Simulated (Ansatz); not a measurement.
The elements of this relaxed trial crystal are hidden behind letters.

```
lattice vectors (Å)
  10.6441    0.0000    0.0000
  -5.3220    9.2180    0.0000
   0.0000    0.0000    3.1785
fractional positions
X 0.5000 0.0000 0.0000
X 0.0000 0.5000 0.0000
X 0.5000 0.5000 0.0000
Z 0.8604 0.1396 0.0000
Z 0.8604 0.7208 0.0000
Z 0.2792 0.1396 0.0000
Z 0.1396 0.8604 0.0000
Z 0.1396 0.2792 0.0000
Z 0.7208 0.8604 0.0000
Z 0.7478 0.2522 0.5000
Z 0.7478 0.4956 0.5000
Z 0.5044 0.2522 0.5000
Z 0.2522 0.7478 0.5000
Z 0.2522 0.5044 0.5000
Z 0.4956 0.7478 0.5000
```

All numbers below come from DFT PBE, scalar-relativistic, plane waves, PAW in Ansatz 0.2.0. The final run on the 15-atom cell used 420 eV, a Γ-centred 6×6×12 mesh, 0.10 eV smearing and no spin polarisation.

* Space group: P6/mmm (No. 191)
* Conventional cell: a = 10.644 Å, c = 3.178 Å
* Volume per atom: 20.79 Å³
* Density: 2.44 g/cm³
* Formation energy: −0.01 eV/atom
* Gap on the 6×6×12 mesh of the 15-atom cell: 0 eV (a metal)

Energies are uncorrected and count from the elements' standard states at the same level.

Question: X is a d-block element of period 4 and Z is a p-block element of period 3. Which elements are they?

Answer: X = Sc, Z = Al, so the formula is ScAl4. Density times volume gives a mean mass of 2.44 × 20.79/1.6605 = 30.5 u per atom, and this set has 30.6 u. Among the elements that the hints allow, noble gases aside, only these give it. Sc has 8 Al at 3.10 Å, 2 Sc at 3.18 Å and 4 Al at 3.35 Å; around Al on its first site lie 4 Al at 2.57–2.61 Å, 2 Al at 3.18 Å and 2 Sc at 3.35 Å; Al on its second site is surrounded by 4 Al at 2.59–2.61 Å, 4 Sc at 3.10 Å and 2 Al at 3.18 Å.

Symmetry constrained the relaxation, so the result can be a saddle point.
